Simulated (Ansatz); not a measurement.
Ti (hcp, Mg type)

```
Ti
1.0
    2.93900     0.00000     0.00000
   -1.46950     2.54525     0.00000
    0.00000     0.00000     4.65011
Ti
2
Cartesian
  0.00000   1.69683   3.48758
  1.46950   0.84842   1.16253
```

The volume is varied about the relaxed value V₀ at fixed cell shape. Symmetry pins the atoms to their sites.

All values below come from PBE (plane waves to 420 eV, PAW, scalar-relativistic; Ansatz, a quantum-chemistry and plane-wave program). k mesh 19×19×11 (Γ-centred), Fermi-Dirac smearing 0.05 eV. Compression counts positive. Ti is run without spin polarisation. Ti was relaxed with its symmetry unable to fall.

At one point of the scan the stress tensor (GPa) is:

```
   -7.0      0.0      0.0
    0.0     -7.0      0.0
    0.0      0.0     -7.2
```

Q: Which point is it?
A) V/V₀ = 1.100
B) V/V₀ = 1.050
C) V/V₀ = 1.075
D) V/V₀ = 1.025

A: C, V/V₀ = 1.075

(Under strain, the slope of the energy per volume gives the stress and its curvature an elastic modulus.)
